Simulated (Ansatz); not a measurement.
## Cs3Bi2: pressure against volume

A database entry relaxed whole under r2SCAN (C2/c):

```yaml
crystal:
  lattice:
    - [5.08079, -5.25832, 0.01851]
    - [5.08079, 5.25832, 0.01851]
    - [-2.64773, 0.00000, 9.92261]
  atoms:
    - { symbol: Cs, position: [0.66228, 0.75866, 0.48348] }
    - { symbol: Cs, position: [0.24134, 0.33772, 0.01652] }
    - { symbol: Cs, position: [0.33772, 0.24134, 0.51652] }
    - { symbol: Cs, position: [0.75866, 0.66228, 0.98348] }
    - { symbol: Cs, position: [0.84461, 0.15539, 0.25000] }
    - { symbol: Cs, position: [0.15539, 0.84461, 0.75000] }
    - { symbol: Bi, position: [0.31027, 0.87903, 0.16164] }
    - { symbol: Bi, position: [0.12097, 0.68973, 0.33836] }
    - { symbol: Bi, position: [0.68973, 0.12097, 0.83836] }
    - { symbol: Bi, position: [0.87903, 0.31027, 0.66164] }
```

The cell was scaled uniformly, its shape held, and the atoms relaxed at each volume with plane-wave PAW DFT (Ansatz 0.2.0; r2SCAN, 500 eV, 5×5×4 Γ-centred mesh, fermi-dirac occupations of width 0.100 eV; no spin, no spin-orbit coupling). One row is withheld.

| volume (Å³/atom) | energy over the lowest (meV/atom) | pressure (GPa) |
| --- | --- | --- |
| 49.887 | 6.4 | 0.76 |
| 50.948 | 2.6 | 0.47 |
| 52.009 | 0.5 | 0.22 |
| 53.071 | 0.0 | -0.01 |
| 54.132 | 0.9 | -0.21 |
| 55.194 | ? | ? |
| 56.255 | 6.2 | -0.54 |

**Question.** Fit the pressures of the other rows to the third-order Birch-Murnaghan form.

**Answer.** With f = [(V₀/V)^(2/3) − 1]/2 and P = 3B₀f(1 + 2f)^(5/2)[1 + 3(B₀′ − 4)f/2], least squares gives V₀ = 53.02 Å³ an atom, B₀ = 10.7 GPa and B₀′ = 5.0; the rows miss the fit by less than 0.01 GPa. The slope of the energies differs from these pressures by less than 0.05 GPa.

**Question.** What does the withheld row hold?

**Answer.** The fit gives -0.39 GPa at 55.194 Å³; the run gave -0.39 GPa and 3.0 meV an atom.

Caveats: the shape of the cell was held, so B₀ is an upper bound where the axes differ in stiffness; 0 K, fixed nuclei; the symmetry was kept, and this need not be the phase that is stable at 0 K; one mesh for all volumes; every run is gapless at this level; the relaxed cell lies far from the entry, by an error of the functional or of the entry; pressure is positive in compression.
